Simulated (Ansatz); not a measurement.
Ge₂Mo:
Space group I4/mmm (No. 139); a = 3.319 Å, b = 3.319 Å, c = 8.191 Å, α = 90.00°, β = 90.00°, γ = 90.00°

| atom | site | symmetry | x | y | z |
|---|---|---|---|---|---|
| Ge | 4e | 4mm | 0.0000 | 0.0000 | 0.3384 |
| Mo | 2a | 4/mmm | 0.0000 | 0.0000 | 0.0000 |
(The calculation used a cell of 3 atoms; values per cell refer to that cell.)

Relaxed at zero pressure with r²SCAN in the plane-wave PAW code Ansatz.

The volume is raised by 6 % and shape and atoms relax at that volume. What pressure results, and how do the axes share the change?

-8.9 GPa; a 2.0 %, b 2.0 %, c 1.9 %; the energy rises by 27 meV/atom.

Give the new structure.


Space group I4/mmm (No. 139); a = 3.385 Å, b = 3.385 Å, c = 8.346 Å, α = 90.00°, β = 90.00°, γ = 90.00°

| atom | site | symmetry | x | y | z |
|---|---|---|---|---|---|
| Ge | 4e | 4mm | 0.0000 | 0.0000 | 0.3396 |
| Mo | 2a | 4/mmm | 0.0000 | 0.0000 | 0.0000 |

The phase is kept; no other phase was compared at this pressure.

The first step of the workflow began from a Materials Project structure, measured or hypothetical; the Crystallography Open Database copy checked does not list it. COD files the formula under space group No. 62, so this cell is another polymorph or a model. Its standing as an ambient phase is unchecked. The cell was relaxed with r²SCAN under the symmetry of its start; whether a distortion lowers the energy is not shown. No spin polarisation was allowed.

Potentials: the later of the program's two PAW sets.
